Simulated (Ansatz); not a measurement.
Consider the following.

ZrN:
```
ZrN
1.0
   -1.50018     1.50018     5.51708
    1.50018    -1.50018     5.51708
    1.50018     1.50018    -5.51708
Zr N
2 2
Direct
  0.00333   0.00333   0.00000
  0.75333   0.25333   0.50000
  0.41267   0.41267   0.00000
  0.16267   0.66267   0.50000
```

This is the PBE-relaxed structure.

**Question.** All from PBE in the plane-wave PAW code Ansatz, unless another level is named. Give the electronic character.

**Answer.** metallic (no gap).

**Question.** What about the formation energy from the elements (no fitted shifts)?

**Answer.** -1.30 eV/atom.

**Question.** And the density of states at the Fermi level?

**Answer.** 0.77 states/eV per atom (mean over ±0.08 eV).

Space group I4_1md. The cell is a constructed one: a structure type filled with these elements; neither database checked (COD, Materials Project) lists it. It is not the phase usual at ambient conditions (space group No. 225). The cell was relaxed with PBE under the symmetry of its start; its stability against distortions is not shown here. No spin polarisation was allowed. The references are the lowest solids computed at this level, not always the standard phases (solids in place of the gases). Scalar-relativistic: spin–orbit coupling is off unless named, which matters more the heavier the elements.

Potentials: the later of the program's two PAW sets.
